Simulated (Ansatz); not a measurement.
Ti₂SiB₂:
Space group P-6m2 (No. 187); a = b = 3.0090 Å, c = 7.2507 Å, α = β = 90.00°, γ = 120.00°

```tsv
atom	site	symmetry	x	y	z
Ti	2h	3m.	0.3333	0.6667	0.2822
Si	1a	-6m2	0.0000	0.0000	0.0000
B	1b	-6m2	0.0000	0.0000	0.5000
B	1f	-6m2	0.6667	0.3333	0.5000
```

Relaxed at zero pressure with plane-wave PAW PBE (Ansatz code).

The volume is lowered by 3 % and shape and atoms relax at that volume. What pressure results, and how do the axes share the change?

5.9 GPa; a -1.0 %, b -1.0 %, c -1.0 %; the energy rises by 6 meV/atom.

Give the new structure.


Space group P-6m2 (No. 187); a = b = 2.9792 Å, c = 7.1749 Å, α = β = 90.00°, γ = 120.00°

```tsv
atom	site	symmetry	x	y	z
Ti	2h	3m.	0.3333	0.6667	0.2812
Si	1a	-6m2	0.0000	0.0000	0.0000
B	1b	-6m2	0.0000	0.0000	0.5000
B	1f	-6m2	0.6667	0.3333	0.5000
```

The phase is kept; no other phase was compared at this pressure.

The start of the workflow was typed in or built on a structure type; neither database checked (COD, Materials Project) lists it. Its standing as an ambient phase is unchecked. The cell was relaxed with PBE under the symmetry of its start; its stability against distortions is not shown here. No spin polarisation was allowed.

Potentials: the earlier of the program's two PAW sets.
